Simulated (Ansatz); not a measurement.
A geometry of ZnCu2SnS4 away from equilibrium: step 2 of the relaxation of a relaxed ZnCu2SnS4 cell shaken by Gaussian noise of σ = 0.08 Å a coordinate. Calculation: PBE (plane waves to 420 eV, PAW, scalar-relativistic; Ansatz, a program for electronic structure). Γ-centred k-mesh 5×5×6 on the run's cell (coarser than for final values), Fermi–Dirac smearing 0.05 eV.

```xyz
8
Lattice="-2.7321 2.7113 4.9110 2.7398 -2.7454 4.9339 2.7078 2.7211 -4.9297" Properties=species:S:1:pos:R:3:forces:R:3 pbc="T T T" free_energy=-26200.293 pressure_GPa=0.6
Cu     2.8246    -0.0505     0.2679   -0.1202   -0.0848   -0.8629
Cu     2.6864    -0.0645     4.7550   -0.0885    0.0500    0.0324
S      0.0312    -0.0285     5.0216    0.1246    0.1013   -0.1074
S      0.0058    -0.0175     7.2867    0.2249    0.0619    0.3006
S      0.0494    -0.0138     2.3761    0.0151    0.1855    0.1780
S      2.7746     0.0260     2.4500   -0.0425   -0.0696    0.5839
Sn     0.0752     2.8002     2.5097   -0.1870   -0.2463    0.0541
Zn     0.0193    -0.0168     0.0061    0.0736    0.0019   -0.1788
```

Positions in Å, forces in eV/Å, free energy of the cell in eV (comparable only within this code, potentials and settings). Largest force: 0.88 eV/Å, on Cu1 (atoms numbered as listed); the geometry lies 0.52 eV/atom above the end of its relaxation.

The relaxed cell holds bonded S–S pairs (2.13 Å). No spin polarisation in the result.

The end of the path is a generated cell of ZnCu2SnS4: the first start was made by a random draw of sites in a space group, and the end was not matched to a known phase here, so it may be hypothetical. Known forms of ZnCu2SnS4 include space group No. 82.
